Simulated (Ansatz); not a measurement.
Calculated with Ansatz: KZn4As3, relaxation

The input file (Ansatz 0.2.0, plane waves):

```yaml
crystal:
  lattice:
    - [2.103065, 3.642609, 0.0]
    - [-2.103065, 3.642609, 0.0]
    - [0.0, -2.428406, 11.259867]
  atoms:
    - { symbol: Zn, position: [0.08918, 0.08918, 0.26754] }
    - { symbol: Zn, position: [0.91082, 0.91082, 0.73246] }
    - { symbol: Zn, position: [0.30141, 0.30141, 0.90423] }
    - { symbol: Zn, position: [0.69859, 0.69859, 0.09577] }
    - { symbol: As, position: [0.22775, 0.22775, 0.68325] }
    - { symbol: As, position: [0.77225, 0.77225, 0.31675] }
    - { symbol: As, position: [0.0, 0.0, 0.0] }
    - { symbol: K, position: [0.5, 0.5, 0.5] }
  symmetry: { tolerance: 0.0003 }
kpoints:
  mp_grid: { grid: [5, 5, 5], shift: [0, 0, 0] }
magnetization:
  spin_polarized: false
scf:
  occupations: { method: fermi_dirac }
  lower_state_search: "off"
hamiltonian:
  pseudopotentials: { kind: paw }
  xc: pbe
basis:
  ecutwfc: 420
  fft_grid_basis: typed
relax:
  max_steps: 60
  cell: { p_target: 0.0 }
output:
  forces: true
  stress: true
  eigenvalues: true
  populations: true
  elf: true
  write_potential: true
  volumetric_format: npy
  dos:
    e_range: [-12, 8]
    de: 0.05
    projected: { site_lists: { As: [As], K: [K], Zn: [Zn] } }
  bader: false
checkpoint:
  read: saved_state
```

The command:

```bash
ansatz run input.yaml --threads 2 --pin off --max-ram 2560MiB --backend cpu --events-out ev --progress --plain --runs-dir out
```

Origin of the cell: a known structure type with other elements, at an estimated volume, so it need not be a known compound.

The smearing width isn't typed, so it takes its default of 0.1 eV.

The saved state is a converged single point of the same cell.

Output (shortened):

```
Warning: crystal.lattice misses the space group found at crystal.symmetry.tolerance 3.0e-4 in a digit that the deck types, which is why this is a warning: making the lattice exact moves one o […]
Pseudopotentials: kind: paw
Pseudopotential: Zn, paw, valence charge 12, recommended cutoff 420 eV (normal), Zn.paw.azcp
Pseudopotential: As, paw, valence charge 15, recommended cutoff 420 eV (normal), As.paw.azcp
Pseudopotential: K, paw, valence charge 9, recommended cutoff 420 eV (normal), K.paw.azcp
Functional definition: PBE
  exchange = pbe_x(kappa = kappa, mu = beta*pi^2/3)
  correlation = pbe_c(beta = beta)
Crystal: 8 atoms, lattice volume = 172.516 Å³
Basis set: ecut = 420 eV, 3337 PW (Γ), exchange–correlation on 60×60×160 points (8 copies of the dense FFT grid, shifted against one another)
Bands: 62, of which v1, the nominal top of the filled ones, is band 51 counted from 1 (50 counted from 0)
[… 10 lines left out …]
Initial density: read from a saved state, or passed on in memory by an earlier SCF of this step, an earlier step, the calling program or the single point that the run made first
Functional: x = pbe(κ = 0.804, μ = 0.219515), c = pbe(β = 0.066725)
SCF iter   1: F=—  HF=-29384.369457 eV  Δρ=5.86e-4  dr2=5.87e-4
SCF iter   2: F=—  HF=-29384.370391 eV  Δρ=5.56e-4  dr2=7.88e-4
SCF iter   3: F=—  HF=-29384.370173 eV  Δρ=2.07e-4  dr2=1.22e-4
SCF iter   4: F=—  HF=-29384.370158 eV  Δρ=4.04e-5  dr2=3.09e-6
SCF iter   5: F=—  HF=-29384.370031 eV  Δρ=8.77e-6  dr2=3.32e-7
SCF iter   6: F=-29384.370031 eV  HF=-29384.370031 eV  Δρ=3.86e-6  dr2=4.03e-8
relax step   1: F+E_penalty+E_count = -29384.370031 eV  Δ(F+E_penalty+E_count) = +0.000e0 eV  max|allowed force component| = 5.259e-1 eV/Å  Δτ_max = 0.0000 Å  P = +1.162 GPa  Ω = 172.516 Å³ […]
relax step   2: F+E_penalty+E_count = -29384.511976 eV  Δ(F+E_penalty+E_count) = -1.419e-1 eV  max|allowed force component| = 9.472e-2 eV/Å  Δτ_max = 0.1898 Å  P = +0.580 GPa  Ω = 178.572 Å³ […]
relax step   3: F+E_penalty+E_count = -29384.522809 eV  Δ(F+E_penalty+E_count) = -1.083e-2 eV  max|allowed force component| = 4.029e-2 eV/Å  Δτ_max = 0.0244 Å  P = +0.091 GPa  Ω = 180.640 Å³ […]
relax step   4: F+E_penalty+E_count = -29384.523159 eV  Δ(F+E_penalty+E_count) = -3.503e-4 eV  max|allowed force component| = 7.374e-2 eV/Å  Δτ_max = 0.0138 Å  P = +0.071 GPa  Ω = 180.602 Å³ […]
relax step   5: F+E_penalty+E_count = -29384.523922 eV  Δ(F+E_penalty+E_count) = -7.634e-4 eV  max|allowed force component| = 9.057e-3 eV/Å  Δτ_max = 0.0088 Å  P = +0.011 GPa  Ω = 180.959 Å³ […]
relax step   6: F+E_penalty+E_count = -29384.526985 eV  Δ(F+E_penalty+E_count) = -3.063e-3 eV  max|allowed force component| = 9.361e-3 eV/Å  Δτ_max = 0.0000 Å  P = +0.015 GPa  Ω = 180.959 Å³  stress off target by 3.54e-2 GPa […]
SCF 6 converged in 8 iterations: F = -29384.526985 eV  dr2 = 9.52e-12
basis re-selected at this cell: Δ(F+E_penalty+E_count) = -3.063e-3 eV, ΔP = +0.004 GPa vs the last step (what re-selecting the basis moved, of the pressure what is left beyond the Pulay corre […]
SCF converged after 8 iterations
Free energy (F): -29384.526985 eV
Harris-Foulkes:  -29384.526985 eV  (|F-HF|=8.88e-10)
Internal energy: -29384.496691 eV  (E = F + TS)
E sigma→0 (E₀):  -29384.511838 eV
Entropy (-TS):   -0.030294 eV (-3.787 meV/atom)
Fermi energy:    7.794640 eV
--- Per-component energies (eV) ---
  E_band       = -809.754786
  E_kinetic    = 1086.548747
  E_local      = -15350.414968  (includes V_loc(G=0)·N_el)
  E_nonlocal   = 454.725215
  E_hartree    = 7263.757823
  E_xc         = -920.729755
  E_vxc        = -609.314238  (∫ρ·V_xc dr)
  E_paw        = -13597.809294  (= ΣΔE_a)
  E_vpaw       = -918.813762  (= ΣTr[D̂ρ^β])
  E_aug_tail   = -0.001396  (compensation charges beyond the density's cutoff)
  E_ewald      = -8320.573062
  E_smearing   = -0.030294  (= −TS)
  Σ components = -29384.526985   (vs F -29384.526985, Δ=0.00e0)
--- Forces (eV/Å), atoms counted from 1 ---
  atom   1  Zn    -0.000000     0.000000    -0.009361
  atom   2  Zn     0.000000    -0.000000     0.009361
  atom   3  Zn    -0.000000     0.000000    -0.004567
  atom   4  Zn     0.000000    -0.000000     0.004567
  atom   5  As    -0.000000     0.000000    -0.002435
  atom   6  As     0.000000    -0.000000     0.002435
  atom   7  As    -0.000000     0.000000     0.000000
  atom   8  K     -0.000000     0.000000     0.000000
  max |Σ_I F_I| component: 3.47e-18 eV/Å
--- Stress (GPa, compression-positive) ---
        0.035423      -0.000000       0.000000
       -0.000000       0.035423       0.000000
        0.000000       0.000000      -0.027268
  P = ⅓ Tr σ = 0.0145 GPa (0.145 kbar)
--- Relaxed structure (5 steps of the walk, 5 accepted, 1 SCFs on fresh bases) ---
  F+E_penalty+E_count = -29384.526985 eV   max|allowed force component| = 9.361e-3 eV/Å   (the final SCF, on the basis selected at the relaxed cell)
  cell:  # Å, volume = 180.9588 Å³
    - [2.111621, 3.657435, -6.137e-17]
    - [-2.111621, 3.657435, -6.137e-17]
    - [0.0, -2.438290, 11.715394]
  atoms:
    - { symbol: Zn, position: [0.084026, 0.084026, 0.252078] }
    - { symbol: Zn, position: [0.915974, 0.915974, 0.747922] }
    - { symbol: Zn, position: [0.303622, 0.303622, 0.910865] }
    - { symbol: Zn, position: [0.696378, 0.696378, 0.089135] }
    - { symbol: As, position: [0.233515, 0.233515, 0.700544] }
    - { symbol: As, position: [0.766485, 0.766485, 0.299456] }
    - { symbol: As, position: [0.0, 0.0, 0.0] }
    - { symbol: K, position: [0.5, 0.5, 0.5] }
--- Löwdin populations: 8 sites ---
  site symbol       q [e]
     0     Zn     10.8447
     1     Zn     10.8447
     2     Zn     10.8643
     3     Zn     10.8643
     4     As     16.4175
     5     As     16.4175
     6     As     16.5560
     7      K      8.3049
  spilling = 0.008689 (of n_electrons = 102.000000)
```

Before:

Space group R-3m (No. 166); the run's cell has a = 4.206 Å, b = 4.206 Å, c = 11.519 Å, α = 100.52°, β = 100.52°, γ = 60.00°. Shortest distances: As–Zn 2.49 Å, Zn–Zn 3.10 Å, As–K 3.19 Å, K–Zn 3.57 Å.

After:

Space group R-3m (No. 166); the run's cell has a = 4.223 Å, b = 4.223 Å, c = 11.966 Å, α = 100.16°, β = 100.16°, γ = 60.00°. Shortest distances: As–Zn 2.46 Å, Zn–Zn 3.10 Å, As–K 3.39 Å.

| Quantity | Value |
| --- | --- |
| Free energy lowered by | 19.6 meV/atom |
| Volume change | 4.89 % |
| Final pressure | 0.01 GPa |
| Relaxation steps listed | 6 |

Caveats: the k mesh is coarse if the cell is a metal; the relaxation held the start's symmetry, so the end may be a saddle point.

It ran for 47 s on 2 threads of Arm Neoverse V1, with other jobs on the host, peak memory 0.59 GiB, from a saved density.
